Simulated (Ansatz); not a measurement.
Here is the system:

Ge:
```
CELL_PARAMETERS angstrom
     -2.53497     2.53497     1.39201
      2.53497    -2.53497     1.39201
      2.53497     2.53497    -1.39201
ATOMIC_POSITIONS crystal
  Ge 0.25000 0.75000 0.50000
  Ge 0.50000 0.50000 0.00000
```

This is the LDA-relaxed structure.

Question: All from LDA in the plane-wave PAW code Ansatz, unless another level is named. Give the highest zone-centre frequency.

Answer: 180 cm⁻¹.

Question: And the bulk modulus (Birch–Murnaghan fit)?

Answer: 84.2 GPa.

Space group I4_1/amd (β-Sn type). This is a known high-pressure phase of the composition, computed here at zero pressure and temperature. Symmetry was held in the LDA relaxation; of distortions, only those at the zone centre were tested. As this level gives no gap, phonon frequencies hold no LO–TO term and depend on the k-mesh and smearing (Fermi–Dirac, 0.1 eV here).

Potentials: the later of the program's two PAW sets.
